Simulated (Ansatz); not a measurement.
Given:

Relaxed SrTiO3 (cubic perovskite):

```
SrTiO3
1.0
    3.93641     0.00000     0.00000
    0.00000     3.93641     0.00000
    0.00000     0.00000     3.93641
Sr Ti O
1 1 3
Direct
  0.00000   0.00000   0.00000
  0.50000   0.50000   0.50000
  0.00000   0.50000   0.50000
  0.50000   0.50000   0.00000
  0.50000   0.00000   0.50000
```

Scan: atom 2 (Ti, nearest neighbour O at 1.968 Å; its periodic images, 3.9 Å or more away, move with it) is displaced along Cartesian [110], direction (0.707, 0.707, 0.000) in Cartesian axes, by s. The other atoms stay.

The numbers are results of PBE (plane waves to 420 eV, PAW, scalar-relativistic; Ansatz, a quantum-chemistry and plane-wave program), not measurements. k mesh 7×7×7 (Γ-centred), Fermi-Dirac smearing 0.05 eV. The energy includes the smearing's −TS. SrTiO3 is run without spin polarisation. SrTiO3 was relaxed with its symmetry unable to fall. The zero of ΔE is the undisplaced structure.

The scan covers s from -0.200 to 0.200 Å in 11 points.

**Question.** Is the energy the same for equal positive and negative displacements?

**Answer.** Even: the same for both signs. With its periodic images moving along, the atom's site symmetry in this cell is m-3m.

**Question.** What force acts on the atom along the line at s = -0.200 Å?

**Answer.** 1.07 eV/Å.

**Question.** What is the energy change at s = 0.200 Å?

**Answer.** 62.7 meV/cell.

(For displaced atoms, the force is minus the slope of the energy, and its curvature is a force constant, which sets phonon frequencies.)
